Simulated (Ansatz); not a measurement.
MnS: energy along a strain

MnS, F-43m, a = 5.600 Å (as given, not relaxed at this level: -2.3 GPa). This isn't the usual stable structure of the compound. Ansatz: PBEsol, PAW, 420 eV, Γ-centred 14×14×14 mesh on 2 atoms, Gaussian smearing 0.15 eV; collinear spin, largest moment 4.1 μB. Cell vectors (Å): 0.000 2.800 2.800; 2.800 0.000 2.800; 2.800 2.800 0.000. The cell is strained by x per cent times the pattern (0 1 0 0 0 0) in the order xx yy zz yz xz xy (engineering shears), with fractional coordinates held. y is the free energy over the start, V0 = 21.952 Å³/atom. Points with a strain past 8.5 % were computed too (3) and aren't used here.

| x (%) | y (meV/atom) |
| --- | --- |
| -7.50 | -6.76 |
| -5.00 | -8.20 |
| -2.50 | -6.02 |
| 0.00 | 0.00 |
| 2.50 | 10.15 |
| 5.00 | ? |
| 7.50 | 44.98 |

Fit y = c1 x + c2 x² + c3 x³ to the other rows, get the stiffness along the pattern, and predict the missing energy.

Least squares on the rows shown. y = 3.2241 x + 0.33938 x² + 0.0040215 x³. The clamped-ion stiffness p·C·p = 2 × 3.394 eV × 160.2 / 21.952 Å³ = 50 GPa, which is C22 in these axes (C11 of the cubic crystal) (second derivative at the start, which stands under stress). At x = 5.00 the fit asked for gives 25.11 meV/atom. The run gave 24.98 meV/atom, so the fit is 0.13 meV/atom too high, a small miss on the scale of the series.

The cell holds one magnetic atom, so it can only be ferromagnetic; an antiferromagnetic order may lie lower.